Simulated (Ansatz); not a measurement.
Antifluorite Mg2C, relaxed with r2SCAN, was run in the PAW code Ansatz under altered settings. All numbers are computed, without spin polarisation but where a row says otherwise.

```yaml
crystal:
  lattice:
    - [0.00000, 2.71094, 2.71094]
    - [2.71094, 0.00000, 2.71094]
    - [2.71094, 2.71094, 0.00000]
  atoms:
    - { symbol: C, position: [0.00000, 0.00000, 0.00000] }
    - { symbol: Mg, position: [0.25000, 0.25000, 0.25000] }
    - { symbol: Mg, position: [0.75000, 0.75000, 0.75000] }
```

The base run's other keys:
```yaml
kpoints:
  mp_grid: { grid: [4, 4, 4] }
hamiltonian:
  xc: hse06
scf:
  occupations: { method: fixed }
  n_extra_bands: 4
```

It takes 12 iterations with 749 plane waves at 420 eV and 8 k points, and leaves a mean stress of -0.60 GPa. The gap over this mesh is 1.387 eV. It ran on 4 threads of Arm Neoverse N1, on a shared host.

Outcomes, with energy and stress as changes against the base:

| setting | outcome | ΔF (meV/atom) | Δ mean stress (GPa) | gap on the mesh (eV) | iterations | wall time |
| --- | --- | --- | --- | --- | --- | --- |
| hamiltonian.xc: hiss | refused | – | – | – | – | 0.51 s |
| PBE hybrid, exx coeff 0.15, omega 0.2078 1/Å | converged | – | +0.9 | 1.104 | 11 | 4.3 s |
| hamiltonian.xc: cam_b3lyp | converged | – | -2.4 | 4.317 | 17 | 6 s |
| scf.exx.ecutfock_ratio: 2 | converged | +0.1 | 0.0 | 1.387 | 12 | 4.3 s |
| accuracy: high | converged | 0.0 | 0.0 | 1.387 | 12 | 4.4 s |

A dash marks a value that wasn't obtained or can't be compared. Stress is positive in compression. The base took 4.4 s.

- hamiltonian.xc: hiss. It is rejected at once. Error: inconsistent input (scf.exx.singularity, hamiltonian.xc): left to auto with a screened hybrid — auto would keep the own limit of the kernel of several ranges that all end (none), and with it the interaction's periodic images, which move energies and levels by what the mesh and the cell leave; type `singularity […]
- PBE hybrid, exx coeff 0.15, omega 0.2078 1/Å. That is 15 % exact exchange, screened with ω = 0.2078 1/Å, against HSE06's 25 % screened at 0.208 1/Å. The mean stress moves by +0.9 GPa and the gap on the mesh by -0.283 eV (to 1.104). Totals of different functionals aren't comparable.
- hamiltonian.xc: cam_b3lyp. The mean stress moves by -2.4 GPa and the gap on the mesh by +2.930 eV (to 4.317). It's another functional on the same cell, so totals aren't comparable.

Within 1 meV an atom, 0.1 GPa and 0.005 eV of the base stay: scf.exx.ecutfock_ratio: 2; accuracy: high.

The stress of a hybrid is loosely converged in these runs.

The meshes of the hybrids are coarse, so their gaps aren't converged to the digits shown.
